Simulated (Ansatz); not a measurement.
All numbers below come from DFT PBE, scalar-relativistic, plane waves, PAW (Ansatz 0.2.0). Settings: cutoff 420 eV, Γ-centred meshes spaced at most about 0.3 Å⁻¹, and about 0.25 Å⁻¹ or finer for metals (2π included), Gaussian smearing. No spin polarisation in the final relaxations.

Temperature and zero-point effects are left out. All come from trial cells, and lower structures may exist.

**Question.** These unrelaxed guesses for ZrAl5N6 are each relaxed within their symmetry. Order them by the energy at which they end, lowest first.
A.

```
CELL_PARAMETERS angstrom
3.33040 0.00000 0.00000
-1.66520 2.88421 0.00000
0.00000 0.00000 16.31558
ATOMIC_POSITIONS crystal
Zr 0.00000 0.00000 0.00000
Al 0.66667 0.33333 0.16667
Al 0.33333 0.66667 0.33333
Al 0.00000 0.00000 0.50000
Al 0.66667 0.33333 0.66667
Al 0.33333 0.66667 0.83333
N 0.66667 0.33333 0.91667
N 0.33333 0.66667 0.08333
N 0.00000 0.00000 0.25000
N 0.66667 0.33333 0.41667
N 0.33333 0.66667 0.58333
N 0.00000 0.00000 0.75000
```

B.

```
CELL_PARAMETERS angstrom
3.27166 0.00000 0.00000
-1.63583 2.83334 0.00000
0.00000 0.00000 16.90674
ATOMIC_POSITIONS crystal
Zr 0.33333 0.66667 0.50000
Al 0.33333 0.66667 0.83333
Al 0.33333 0.66667 0.16667
Al 0.66667 0.33333 0.00000
Al 0.66667 0.33333 0.33333
Al 0.66667 0.33333 0.66667
N 0.00000 0.00000 0.75000
N 0.00000 0.00000 0.08333
N 0.00000 0.00000 0.41667
N 0.00000 0.00000 0.91667
N 0.00000 0.00000 0.25000
N 0.00000 0.00000 0.58333
```

C.

```
CELL_PARAMETERS angstrom
3.33040 0.00000 0.00000
0.00000 3.33040 0.00000
0.00000 0.00000 14.12971
ATOMIC_POSITIONS crystal
Zr 0.00000 0.00000 0.00000
Al 0.00000 0.00000 0.66667
Al 0.50000 0.50000 0.83333
Al 0.50000 0.50000 0.16667
Al 0.00000 0.00000 0.33333
Al 0.50000 0.50000 0.50000
N 0.00000 0.00000 0.83333
N 0.50000 0.50000 0.00000
N 0.00000 0.00000 0.16667
N 0.50000 0.50000 0.33333
N 0.00000 0.00000 0.50000
N 0.50000 0.50000 0.66667
```

**Answer.** A (ends in P-3m1, 0 meV/atom), C (ends in P4/mmm, 75 meV/atom), B (ends in P-6m2, 0.45 eV/atom).

A magnetic state wasn't ruled out in cells without spin, among them P-6m2. Cells relaxed within their symmetry can be saddle points. Some types were kept out of the candidates beforehand, so the set may lack a known form.
